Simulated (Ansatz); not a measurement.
ZrH: frozen-core PAW against all-electron methods

```
CELL_PARAMETERS angstrom
3.22103 0.00000 0.00000
0.00000 3.22103 0.00000
0.00000 0.00000 4.91479
ATOMIC_POSITIONS crystal
Zr 0.00000 0.50000 0.00000
Zr 0.50000 0.00000 0.50000
H 0.00000 0.00000 0.75000
H 0.00000 0.00000 0.25000
```

Atoms are numbered in the order listed.

Conventional cell: a = 3.221 Å, b = 3.221 Å, c = 4.915 Å, α = 90.00°, β = 90.00°, γ = 90.00°. Zr (atom 1) has 4 H at 2.03 Å as nearest neighbours. H (atom 3) is surrounded by 4 Zr at 2.03 Å.

The cell comes from COD entry 1540981, which wasn't checked; take it as a given geometry. The listed cell was then made from it by scaling, straining or moving an atom.

All numbers are computed: DFT, PBEsol, PAW with Ansatz's default frozen-core files, scalar-relativistic (Ansatz 0.2.0); DFT, PBEsol, all-electron PAW with datasets made for the crystal, scalar-relativistic (Ansatz 0.2.0); DFT, PBEsol, all-electron LAPW, scalar-relativistic (Ansatz 0.2.0).

For PAW: a Γ-centred 9×9×6 k mesh, Fermi–Dirac smearing of 0.02 eV, cutoff 420 eV, no spin polarisation; the PAW files were made with PBE, and the program remakes their frozen cores for this functional. The crystal-made all-electron datasets (AE datasets) take a cutoff of 280 eV at this cell. LAPW targets a basis error of 0.5 meV/atom. The Ansatz runs share mesh, smearing and spin set-up. Plane-wave (PAW) pressures include the program's estimate of the Pulay term.

Stress and pressure are positive in compression.

The change that made this cell: volume scaled by 0.98.

No spin–orbit coupling: at heavy atoms the gradients can be off by tens of per cent for that reason.

In a metal, gradients converge slowly with the k mesh: the values move by tens of per cent from one mesh to another, at times in sign, so only the comparison on one mesh counts.

| quantity | PAW | AE datasets | LAPW |
| --- | --- | --- | --- |
| pressure (GPa) | -0.20 | -0.18 | -0.17 |
| stress xx (GPa) | -0.82 | -0.80 | -0.80 |
| stress zz (GPa) | 1.05 | 1.07 | 1.07 |
| largest principal field gradient Vzz at Zr1 (10²¹ V/m²) | 8.08 | 8.05 | – |
